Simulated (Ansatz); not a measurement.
Ba$_{4}$P$_{2}$O:
```
Ba4P2O
1.0
    3.58500    -8.31395     0.00000
    3.58500     8.31395     0.00000
    0.00000     0.00000     7.49284
Ba P O
8 4 2
Direct
  0.67663   0.32337   0.43901
  0.32337   0.67663   0.56099
  0.82337   0.17663   0.93901
  0.17663   0.82337   0.06099
  0.73211   0.76789   0.25000
  0.26789   0.23211   0.75000
  0.76789   0.73211   0.75000
  0.23211   0.26789   0.25000
  0.13508   0.86492   0.47823
  0.86492   0.13508   0.52177
  0.36492   0.63508   0.97823
  0.63508   0.36492   0.02177
  0.50000   0.50000   0.50000
  0.00000   0.00000   0.00000
```

Relaxed with r²SCAN. Special points in fractions of this cell's reciprocal vectors: Γ (0.000, 0.000, 0.000); Y (-0.500, 0.500, 0.000); C0 (-0.296, 0.704, 0.000); Σ0 (0.296, 0.296, 0.000); Z (0.000, 0.000, 0.500); A0 (0.296, 0.296, 0.500); E0 (-0.296, 0.704, 0.500); T (-0.500, 0.500, 0.500); S (0.000, 0.500, 0.000); R (0.000, 0.500, 0.500).

Problem. List the band energies nearest the valence-band maximum at these points for plane-wave PAW r²SCAN (Ansatz code).

Solution. In eV from the valence-band maximum; about four levels below and three above (degenerate sets whole), none deeper than 8.9 eV; points with the same levels are listed once.

```
k                           below                above
--  -----------------------------  -------------------
Γ   -0.33 -0.32 -0.23 -0.17 -0.10       1.67 1.67 1.78
Y          -0.35 -0.34 -0.12 0.00       1.28 1.65 1.91
C0        -0.63 -0.44 -0.33 -0.12       1.83 2.22 2.52
Z         -0.51 -0.51 -0.33 -0.33  1.98 1.98 2.31 2.31
A0        -0.49 -0.49 -0.26 -0.26  2.33 2.33 2.57 2.57
T         -0.52 -0.52 -0.11 -0.11  2.33 2.33 2.48 2.48
S         -0.57 -0.57 -0.26 -0.26  2.10 2.10 2.51 2.51
R         -0.56 -0.56 -0.40 -0.40  2.36 2.36 2.50 2.50
```

Space group Cmce. The first step of the workflow began from a Materials Project structure, measured or hypothetical; the Crystallography Open Database copy checked does not list it. Whether it is the stable phase at ambient conditions was not checked. Symmetry was held in the r²SCAN relaxation; its stability against distortions is not shown here. Spin–orbit coupling is left out wherever it is not named.

Potentials: the later of the program's two PAW sets.
